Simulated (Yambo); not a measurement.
G0W0@PBEsol for K2NaRhF6 (space group Fm-3m, No. 225) in Yambo. Reference settings: 2×2×2 Γ-centred k mesh, bands 6 to 299 and a 8 Ry block in the screening, 299 bands in G with the Bruneval-Gonze terminator, plasmon pole fitted at 27.2 eV. The PBEsol gap X → X on this mesh is 1.74 eV; G0W0 gaps are taken between the same points.

The settings were changed. The gap went from 5.56 eV to 5.59 eV, and the shift of the valence edge from -1.61 eV to -1.38 eV.

Question: What was changed between the two runs?
A. 7 Ry block
B. 3 Ry block
C. no terminator
D. no random integration

Answer: C, no terminator. The others gave (gap, valence shift): 7 Ry block: 5.54, -1.59 eV; no random integration: 5.40, -1.29 eV; 3 Ry block: 5.68, -1.70 eV.

Spin-orbit coupling is not included.

Geometry of the Materials Project entry, not relaxed at this level; primitive cell a = 6.024 Å, b = 6.024 Å, c = 6.024 Å, α = 60.00°, β = 60.00°, γ = 60.00°.

A shift is the quasiparticle energy of the state minus its PBEsol energy.
